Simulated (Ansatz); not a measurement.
The calculation used Ansatz 0.2.0, DFT PBE, scalar-relativistic, plane waves, PAW. The screen uses 420 eV, coarse Γ-centred meshes (up to 0.6 Å⁻¹ on the start cell), Gaussian smearing of 0.2 eV, tolerances of 0.08 eV/Å and 0.8 GPa and 16 steps at most, with the symmetry of each start kept. Magnetic atoms start with parallel moments. Energies are free energies per atom, good to about 0.1 eV/atom between metallic cells, end volumes are rough, and groups of ends are read at 0.1 Å.

Two trial cells of Al4Co, not yet relaxed:

A.

Space group P-43m (No. 215). a = 4.153 Å, b = 4.153 Å, c = 4.153 Å, α = 90.00°, β = 90.00°, γ = 90.00°
```csv
atom,site,symmetry,x,y,z
Al,4e,.3m,0.8252,0.8252,0.8252
Co,1b,-43m,0.5000,0.5000,0.5000
```

B.

Space group P-43m (No. 215). a = 4.473 Å, b = 4.473 Å, c = 4.473 Å, α = 90.00°, β = 90.00°, γ = 90.00°
```json
{"atom": "Al", "site": "4e", "symmetry": ".3m", "x": "0.2438", "y": "0.7562", "z": "0.7562"}
{"atom": "Co", "site": "1a", "symmetry": "-43m", "x": "0.0000", "y": "0.0000", "z": "0.0000"}
```

Problem. Does the order of the two change on relaxation?

Solution. As given, B is lower by 0.65 eV/atom. Relaxed, both fall into the same structure. A goes from P-43m at 14.3 Å³/atom to P-43m at 17.9 Å³/atom and gains 1.55 eV/atom. B goes from P-43m at 17.9 Å³/atom to P-43m at 18.1 Å³/atom and gains 0.91 eV/atom. The closest pair in A goes from Al–Al at 2.05 Å to Al–Co at 2.23 Å. The closest pair in B goes from Al–Co at 1.89 Å to Al–Co at 2.23 Å. At the end, in A: Al is surrounded by 1 Co at 2.23 Å; Co has 4 Al at 2.23 Å. The lowest end among all the guesses of this search lies 0.61 eV/atom under the better of the two.

The starting moments died out in these cells; another start or a finer mesh might hold them.
